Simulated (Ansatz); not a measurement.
What DFT gives for Li

```yaml
crystal:
  lattice:
    - [3.10046, 0.00000, 0.00000]
    - [-1.55023, 2.68508, 0.00000]
    - [0.00000, 0.00000, 5.07575]
  atoms:
    - { symbol: Li, position: [0.33333, 0.66667, 0.25000] }
    - { symbol: Li, position: [0.66667, 0.33333, 0.75000] }
```

The numbers come from plane-wave PAW DFT (Ansatz): LDA, no spin polarisation, 420 eV, 12×12×7 Γ-centred k points, gaussian occupations (width 0.1733 eV). Nothing was relaxed.

What happens at the Fermi level?

It is a metal, with about 1 states/eV a cell as the mean within 0.25 eV of the Fermi level.

What does the stress say?

The pressure is -1.4 GPa (compression positive), so with the atoms held at these fractions the cell would first shrink.

Describe some of the short contacts.

Li–Li at 3.10 Å: least valence density 0.05 e/Å³ and ELF 0.36 there. These are pseudo-fields; inside the PAW spheres they differ from the all-electron ones.

Are the atoms at rest?

The forces vanish by the symmetry of the sites.

Origin: a database entry at a rescaled volume. Caveats: wide smearing.
